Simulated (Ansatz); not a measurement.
SiO2, first-principles data

SiO2:
```
SiO2
1.0
    4.98173     0.00000     0.00000
    0.00000     4.98173     0.00000
    0.00000     0.00000     6.91953
Si O
4 8
Direct
  0.19778   0.19778   0.00000
  0.30222   0.69778   0.75000
  0.80222   0.80222   0.50000
  0.69778   0.30222   0.25000
  0.60882   0.73825   0.68123
  0.76175   0.10882   0.43123
  0.39118   0.26175   0.18123
  0.23825   0.89118   0.93123
  0.10882   0.76175   0.56877
  0.26175   0.39118   0.81877
  0.89118   0.23825   0.06877
  0.73825   0.60882   0.31877
```

Space group P4_32_12 (No. 96); conventional cell a = 4.982 Å, b = 4.982 Å, c = 6.920 Å, α = 90.00°, β = 90.00°, γ = 90.00°.

Method: the program Ansatz at the r²SCAN level (PAW). Geometry: relaxed at this level of theory. Other levels are named where they apply.

**Cell and energy**

| Quantity | Result |
|---|---|
| Volume per atom | 14.31 Å³ |
| Density | 2.32 g/cm³ |
| Formation energy from the elements (no fitted shifts) | -2.98 eV/atom |

**Electronic structure**

| Item | Result |
|---|---|
| Band gap | 6.35 eV (direct) |
| Valence-band maximum | at Γ |
| Conduction-band minimum | at Γ |
| Electron effective mass | 0.53 mₑ (isotropic) |
| Hole effective mass | 1.7, 2.0, 2.0 mₑ (principal values) |
| HSE06 gap on the r²SCAN cell | 7.51 eV |

**Mechanics**

| Property | Result |
|---|---|
| Bulk modulus (Birch–Murnaghan fit) | 15.0 GPa |
| Pressure derivative B′ | 4.1 |
| Elastic constants (relaxed ions, GPa) | C11 = 58.1, C12 = 4.4, C13 = -8.8, C33 = 46.8, C44 = 75.1, C66 = 27.7 |
| Mechanical stability | stable (all eigenvalues of C positive) |
| Hill bulk and shear moduli | 14.8 and 42.5 GPa |
| Young's modulus | 65.2 GPa |
| Poisson's ratio | -0.23 |
| Debye temperature from the elastic constants | 560 K |

**Dielectric response**

| Property | Value |
|---|---|
| Electronic dielectric constant ε∞ (DFPT) | 2.21 (xx = yy), 2.20 (zz) |
| Static dielectric constant ε0 (ions relaxed, cell fixed) | 4.00 (xx = yy), 3.79 (zz) |
| Born charges (a third of the trace) | Si +3.34, O -1.67 e |

**Phonons**

| Quantity | Value |
|---|---|
| Highest zone-centre frequency (without LO–TO term) | 1199 cm⁻¹ |
| Zone-centre stability | no imaginary mode at Γ |

**Charges**

| Quantity | Result |
|---|---|
| Bader charges | Si +3.37, O -1.68 e |

The first step of the workflow began from a Materials Project structure, measured or hypothetical; the Crystallography Open Database files this formula in space group No. 96, but the cells were not matched. It is not the phase usual at ambient conditions (space group No. 92, 152, 154). The r²SCAN relaxation kept the symmetry of its start. The references are the lowest solids computed at this level, not always the standard phases (solids in place of the gases).

Potentials: the earlier of the program's two PAW sets.
